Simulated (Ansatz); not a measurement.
## Perovskite alloy of SrTiO3 and SrZrO3 (6 of 8 Ti sites exchanged), 40 atoms

Computed with Ansatz, DFT, PBEsol, PAW, plane waves.

Command:

```sh
ansatz run in.yaml --threads 2 --pin off --max-ram 30400MiB --runs-dir r --events-out ev --progress --plain --backend cuda --devices 0, --max-vram 18GiB
```

The input less its lattice and atoms:

```yaml
crystal:
  symmetry: { detect: false }
kpoints:
  mp_grid: { grid: [1, 1, 1], shift: [0.25, 0.25, 0.25] }
hamiltonian:
  xc: pbesol
scf:
  occupations: { method: fermi_dirac, width: 0.01 }
relax:
  f_tol: 0.03
  max_steps: 80
  escape_saddle: false
  adjacent_minimum: "off"
  cell: { fix: [shape] }
output:
  forces: true
  eigenvalues: true
  populations: true
  write_density: true
  write_potential: true
  elf: true
  volumetric_format: npy
```

Start:

```
Sr Zr Ti O
1.0
     8.14071    0.00000    0.00000
     0.00000    8.14071    0.00000
     0.00000    0.00000    8.14071
Sr Zr Ti O
8 6 2 24
Direct
  0.00012 0.99853 0.99894
  0.00099 0.00606 0.49879
  0.99792 0.50084 0.00462
  0.99684 0.49557 0.50134
  0.49675 0.99777 0.00200
  0.50103 0.00282 0.50231
  0.49889 0.49637 0.00173
  0.50325 0.50357 0.50145
  0.25370 0.25034 0.24895
  0.25244 0.25238 0.75197
  0.25115 0.74886 0.25032
  0.25125 0.75201 0.75042
  0.74936 0.25248 0.24802
  0.75155 0.75014 0.75472
  0.74942 0.25354 0.74812
  0.75040 0.75303 0.24848
  0.25104 0.24829 0.99775
  0.25001 0.24632 0.49997
  0.25551 0.74886 0.00024
  0.24766 0.74983 0.49894
  0.74640 0.24796 0.00045
  0.75206 0.24985 0.50080
  0.74459 0.74747 0.99766
  0.74850 0.75112 0.49941
  0.00083 0.25039 0.25388
  0.00325 0.24793 0.75055
  0.00454 0.75262 0.25088
  0.00242 0.75422 0.75306
  0.49939 0.24598 0.25251
  0.50402 0.24760 0.74944
  0.50310 0.75276 0.25261
  0.50220 0.75087 0.75041
  0.25210 0.99949 0.24805
  0.25378 0.00226 0.74788
  0.25018 0.50034 0.25426
  0.25127 0.49971 0.75014
  0.75114 0.00258 0.24999
  0.75007 0.00011 0.75008
  0.74951 0.49821 0.24713
  0.74740 0.50312 0.74750
```

Steps:

| step | energy less the first (eV) | largest force component (eV/Å) | pressure (GPa) |
| --- | --- | --- | --- |
| start | 0.000 | 2.957 | 1.23 |
| 1 | -0.980 | 0.794 | -0.94 |
| 2 | -1.377 | 0.670 | 0.54 |
| 3 | -1.822 | 1.277 | 0.95 |
| 4 | -2.453 | 0.929 | 0.93 |
| 5 | -2.807 | 0.140 | 0.18 |
| 6 | -2.891 | 0.030 | 0.06 |
| 7 | -2.893 | 0.004 | 0.01 |
| 8 | -2.860 | 0.005 | -0.12 |
| 9 | -2.861 | 0.001 | 0.00 |
| 10 | -2.861 | 0.001 | 0.00 |

A structure on the way, about -2.81 eV from the start:

```
Sr Zr Ti O
1.0
     8.08126    0.00000    0.00000
     0.00000    8.08126    0.00000
     0.00000    0.00000    8.08126
Sr Zr Ti O
8 6 2 24
Direct
  0.98591 0.00227 0.00184
  0.98271 0.00408 0.50882
  0.00510 0.50026 0.99067
  0.99637 0.50379 0.48569
  0.50547 0.99677 0.01490
  0.49652 0.00024 0.51050
  0.51892 0.49779 0.99056
  0.51515 0.49977 0.49892
  0.25104 0.25058 0.25034
  0.25049 0.25037 0.75048
  0.25055 0.75056 0.25067
  0.25049 0.75040 0.75063
  0.75025 0.25070 0.25022
  0.75064 0.75046 0.75043
  0.75027 0.25073 0.75038
  0.75056 0.75074 0.25031
  0.26333 0.30973 0.00000
  0.23884 0.19180 0.50089
  0.28538 0.69683 0.00073
  0.21560 0.80439 0.50026
  0.73789 0.23354 0.99284
  0.76267 0.26679 0.50753
  0.71642 0.76469 0.00804
  0.78496 0.73481 0.49317
  0.00040 0.28700 0.23924
  0.99220 0.22156 0.76367
  0.99218 0.71809 0.21873
  0.00028 0.77756 0.79244
  0.50084 0.21167 0.26138
  0.50900 0.27962 0.73720
  0.50863 0.78188 0.28288
  0.50113 0.72234 0.71025
  0.22519 0.99963 0.19029
  0.28607 0.00038 0.80051
  0.27638 0.50058 0.31025
  0.21539 0.50029 0.69985
  0.78358 0.99213 0.26137
  0.72643 0.00676 0.73190
  0.71736 0.50748 0.23869
  0.77544 0.49309 0.76833
```

End:

```xyz
40
Lattice="8.0796 0.0000 0.0000 0.0000 8.0796 0.0000 0.0000 0.0000 8.0796" Properties=species:S:1:pos:R:3 pbc="T T T"
Sr    7.9179    0.0026    0.0633
Sr    7.9319    0.0092    4.1607
Sr    0.0783    4.0362    7.9876
Sr    8.0688    4.0543    3.9060
Sr    4.0611    8.0700    0.1403
Sr    3.9719    0.0085    4.1380
Sr    4.1979    4.0356    7.9650
Sr    4.2118    4.0422    3.9828
Zr    2.0252    2.0223    2.0230
Zr    2.0250    2.0223    6.0628
Zr    2.0252    6.0622    2.0231
Zr    2.0251    6.0622    6.0629
Zr    6.0649    2.0224    2.0231
Zr    6.0649    6.0621    6.0629
Ti    6.0647    2.0224    6.0629
Ti    6.0651    6.0622    2.0232
O     2.2716    2.4346    0.0001
O     1.7788    1.6100    4.0460
O     2.2648    5.6461    0.0049
O     1.7853    6.4780    4.0413
O     5.8229    1.8604    8.0239
O     6.3069    2.1843    4.1017
O     5.8360    6.2198    0.0641
O     6.2938    5.9045    3.9821
O     8.0774    2.3279    1.7752
O     8.0106    1.7435    6.3001
O     8.0135    5.7918    1.7984
O     8.0764    6.3792    6.3298
O     4.0525    1.7165    2.2708
O     4.1195    2.3013    5.8256
O     4.1162    6.3323    2.2477
O     4.0535    5.7452    5.7959
O     1.8229    8.0793    1.5597
O     2.4027    0.0049    6.3829
O     2.2273    4.0449    2.4864
O     1.6478    4.0398    5.7427
O     6.3520    8.0235    2.1348
O     5.8252    0.0614    5.8761
O     5.7777    4.1007    1.9114
O     6.3047    3.9834    6.2496
```

The run converged.

Time: 60 s of wall time on one NVIDIA H100 with 2 processor threads, on a host shared with other runs; peak host memory 1.3 GiB.

(1) How much energy did the relaxation gain, and which atom moved most?

Answers

(1) 2.86 eV in 10 steps, from a start with small random displacements (the gain also holds any tilting of the ideal host); atom 36 (O) moved 0.50 Å, the median atom 0.30 Å (drift of the whole cell removed).
